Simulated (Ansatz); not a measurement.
Relaxed W (bcc, W type):

```
W
1.0
   -3.18352     3.18352     3.18352
    1.59176    -1.59176     1.59176
    1.59176     1.59176    -1.59176
W
2
Cartesian
  0.00000   0.00000   0.00000
 -1.59176   1.59176   1.59176
```

The atoms are displaced by Q × the pattern below (from a DFPT mode at N = (0.5, 0.0, 0.0), largest move 1; Q in Å), at fixed cell. (q is in reciprocal vectors of the primitive cell; the cell shown is doubled to hold the pattern.)

```json
[
 {"atom": "W1", "x": "0.000", "y": "0.707", "z": "-0.707"},
 {"atom": "W2", "x": "0.000", "y": "-0.707", "z": "0.707"}
]
```

Method: PBE (plane waves to 420 eV, PAW, scalar-relativistic; Ansatz, a quantum-chemistry and plane-wave program). k mesh 10×20×20 (Γ-centred), Fermi-Dirac smearing 0.05 eV. The energy includes the smearing's −TS. With partly filled bands, energies and forces of such displacements shift with the k mesh and the smearing. Spin-orbit coupling is left out, though W is heavy. W is run without spin polarisation. W was relaxed with its symmetry unable to fall. ΔE is measured from the undisplaced structure. The last digit holds for this mesh only.

```json
[
 {"Q (Å)": "-0.2800", "ΔE (meV/cell)": "790.5"},
 {"Q (Å)": "-0.2333", "ΔE (meV/cell)": "615.5"},
 {"Q (Å)": "-0.1867", "ΔE (meV/cell)": "432.6"},
 {"Q (Å)": "-0.1400", "ΔE (meV/cell)": "260.9"},
 {"Q (Å)": "-0.0933", "ΔE (meV/cell)": "withheld"},
 {"Q (Å)": "-0.0467", "ΔE (meV/cell)": "30.9"},
 {"Q (Å)": "0.0000", "ΔE (meV/cell)": "0.0"},
 {"Q (Å)": "0.0467", "ΔE (meV/cell)": "30.9"},
 {"Q (Å)": "0.0933", "ΔE (meV/cell)": "withheld"},
 {"Q (Å)": "0.1400", "ΔE (meV/cell)": "260.9"},
 {"Q (Å)": "0.1867", "ΔE (meV/cell)": "432.6"},
 {"Q (Å)": "0.2333", "ΔE (meV/cell)": "615.5"},
 {"Q (Å)": "0.2800", "ΔE (meV/cell)": "790.5"}
]
```

Q: Fit an even polynomial form (powers 2, 4, 6) to the given rows and predict ΔE at Q = -0.0933.

A: Least squares on the 11 given rows: ΔE = (14550)·Q² + (-65360)·Q⁴ + (106300)·Q⁶, in meV/cell with Q in Å; root-mean-square residual 0.30 meV/cell. At -0.0933 the fit gives 121.8 meV/cell; the calculation gives 120.9 meV/cell, so the interpolation is off by 0.9 (+0.7 %). The quadratic term alone would give 126.7 meV/cell.

(A displaced cell: forces are minus the slopes of the energy, force constants its curvatures, and phonons follow from these.)
